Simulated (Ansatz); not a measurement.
input.yaml

```yaml
crystal:
  lattice:
    - [-2.2756171424, 2.2756171424, 4.8061917156]
    - [2.2756171424, -2.2756171424, 4.8061917156]
    - [2.2756171424, 2.2756171424, -4.8061917156]
  atoms:
    - { symbol: "Y", position: [0.75, 0.25, 0.5] }
    - { symbol: "Y", position: [0.25, 0.75, 0.5] }
    - { symbol: "Y", position: [0.5, 0.5, 0.0] }
    - { symbol: Ge, position: [0.0, 0.0, 0.0] }
basis:
  ecutwfc: 420
kpoints:
  mp_grid: { grid: [14, 14, 14] }
hamiltonian:
  xc: pbesol
scf:
  occupations: { method: gaussian, width: 0.1 }
output:
  forces: true
  stress: true
  eigenvalues: true
```

It can be run as
```bash
ansatz run input.yaml --threads 1 --pin off --backend cpu --events-out ev --progress --plain --runs-dir out  # memory cap (--max-ram) not shown
```

These are results of Ansatz 0.2.0, DFT PBEsol, scalar-relativistic, plane waves, PAW, not measurements.

From the run's log, abridged (final results; tables in files aren't shown):

```
SCF 1 converged in 6 iterations: F = -15640.058067 eV  dr2 = 8.14e-8
SCF converged after 6 iterations
Free energy (F): -15640.058067 eV
Harris-Foulkes:  -15640.058067 eV  (|F-HF|=4.04e-8)
Internal energy: -15640.035718 eV  (E = F + TS)
E sigma→0 (E₀):  -15640.046892 eV
Entropy (-TS):   -0.022349 eV (-5.587 meV/atom)
Fermi energy:    11.552963 eV
--- Per-component energies (eV) ---
  E_band       = -387.377954
  E_kinetic    = 1033.657468
  E_local      = -3946.364974  (includes V_loc(G=0)·N_el)
  E_nonlocal   = 576.116233
  E_hartree    = 1545.339449
  E_xc         = -592.877815
  E_vxc        = -663.080580  (∫ρ·V_xc dr)
  E_paw        = -10300.248113  (= ΣΔE_a)
  E_vpaw       = -478.372750  (= ΣTr[D̂ρ^β])
  E_aug_tail   = 0.000324  (compensation charges beyond the density's cutoff)
  E_ewald      = -3957.022545
  E_core_change = 1.364255  (= ΣΔE_core)
  E_smearing   = -0.022349  (= −TS)
--- Forces (eV/Å), atoms counted from 1 ---
  atom   1  Y      0.00000000     0.00000000     0.00000000
  atom   2  Y      0.00000000     0.00000000     0.00000000
  atom   3  Y      0.00000000     0.00000000     0.00000000
  atom   4  Ge     0.00000000     0.00000000     0.00000000
--- Stress (GPa, compression-positive) ---
       -0.923090       0.000000       0.000000
        0.000000      -0.923090       0.000000
        0.000000       0.000000       1.501336
  P = ⅓ Tr σ = -0.1149 GPa (-1.149 kbar)
--- Band table (eV; the first three rows and the last of 244) ---
  k-point 0: bands = ["-30.8082", "-30.6364", "-30.5811", "-12.4778", "-12.4771", "-12.4771", "-12.4570", "-12.4538", "-11.2520", "-11.0975", "-11.0975", "-10.8564", "-10.8564", "-10.6956", "-10.3988", "-10.3617", "-10.3617", "2.7833", "8.9323", "9.1390", "10.0427", "10.0427", "10.8703", "11.7134", "12.1500", "12.1824", "12.6795", "12.6795", "14.5558"]
  k-point 1: bands = ["-30.8038", "-30.6368", "-30.5850", "-12.4780", "-12.4773", "-12.4768", "-12.4577", "-12.4536", "-11.2548", "-11.0926", "-11.0615", "-10.8866", "-10.8581", "-10.6705", "-10.4045", "-10.4018", "-10.3586", "2.8447", "8.9670", "9.1933", "9.7288", "10.0243", "10.9930", "11.8092", "12.0575", "12.5167", "12.5258", "12.7191", "14.4793"]
  k-point 2: bands = ["-30.7910", "-30.6382", "-30.5961", "-12.4787", "-12.4779", "-12.4761", "-12.4592", "-12.4531", "-11.2689", "-11.0708", "-10.9596", "-10.9483", "-10.8650", "-10.6220", "-10.5206", "-10.4121", "-10.3504", "3.0115", "8.7286", "9.3371", "9.6108", "9.9820", "11.2155", "11.9102", "12.0829", "12.1254", "12.7156", "13.1175", "14.2683"]
  k-point 243: bands = ["-30.7426", "-30.7032", "-30.5814", "-12.4780", "-12.4743", "-12.4743", "-12.4570", "-12.4508", "-11.2316", "-11.2316", "-10.9133", "-10.7840", "-10.6832", "-10.6798", "-10.6798", "-10.3999", "-10.3999", "3.3069", "7.5846", "9.3820", "10.3135", "10.8018", "10.8018", "11.2068", "11.2068", "11.3100", "12.3974", "13.4987", "14.0549"]
```

The calculation finished and met its thresholds.